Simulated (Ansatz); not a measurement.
Ca:
```xyz
1
Lattice="-2.2132 2.2132 2.0614 2.2132 -2.2132 2.0614 2.2132 2.2132 -2.0614" Properties=species:S:1:pos:R:3 pbc="T T T"
Ca     0.0000     0.0000     2.0614
```

Relaxed with PBEsol. Special points in fractions of this cell's reciprocal vectors: Γ (0.000, 0.000, 0.000); X (0.000, 0.000, 0.500); M (-0.500, 0.500, 0.500); Z (0.467, 0.467, -0.467); Z0 (-0.467, 0.533, 0.467); P (0.250, 0.250, 0.250); N (0.000, 0.500, 0.000).

Question: List the band energies nearest the Fermi level at these points for the program Ansatz at the PBEsol level (PAW).

Answer: In eV from the Fermi level; about four levels below and three above (degenerate sets whole), none deeper than 8.9 eV; points with the same levels are listed once.

```
k        below           above
-  -----------  --------------
Γ        -4.16  2.12 2.47 2.47
X  -1.05 -0.14  1.63 3.09 3.64
M        -0.07  0.06 3.69 3.69
Z        -0.04  0.06 3.46 3.46
P            –  0.31 0.31 0.41
N        -0.89  0.11 1.20 3.40
```

Space group I4/mmm (body-centred tetragonal). The workflow started from a Materials Project entry (that database holds measured and hypothetical structures alike); the Crystallography Open Database copy checked does not list it. It is not the phase usual at ambient conditions (space group No. 225). The PBEsol relaxation kept the symmetry of its start. At this level the phase is mechanically unstable.

Potentials: the later of the program's two PAW sets.
